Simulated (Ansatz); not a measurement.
With plane-wave PAW r²SCAN (Ansatz code), TaW in the rock salt structure (Fm-3m) relaxes to a = 5.344 Å. Ta has 6 nearest neighbours from 2.67 Å (octahedral); W has 6 nearest neighbours from 2.67 Å (octahedral). Its formation energy from the elements is 1.26 eV/atom, with no fitted shifts.

Electronic character: metallic (no gap). Gap from r²SCAN with spin–orbit coupling: none (metallic).

The bulk modulus is 1880 kbar. The relaxed-ion elastic constants in GPa are C11 = 508, C12 = 26.7, C44 = -90.9. Bader charges are Ta +0.59, W -0.59 e.

The start of the workflow was typed in or built on a structure type; neither database checked (COD, Materials Project) lists it. Its standing as an ambient phase is unchecked. Symmetry was held in the r²SCAN relaxation. At this level the phase is mechanically unstable. The run is not spin-polarised. Its formation energy is positive at this level, so the cell may be metastable or incomplete. As this level gives no gap, shear constants depend on the k-mesh and smearing (Fermi–Dirac, 0.1 eV here). The references are the lowest solids computed at this level, not always the standard phases. Spin–orbit coupling is left out wherever it is not named.

Potentials: the earlier of the program's two PAW sets.
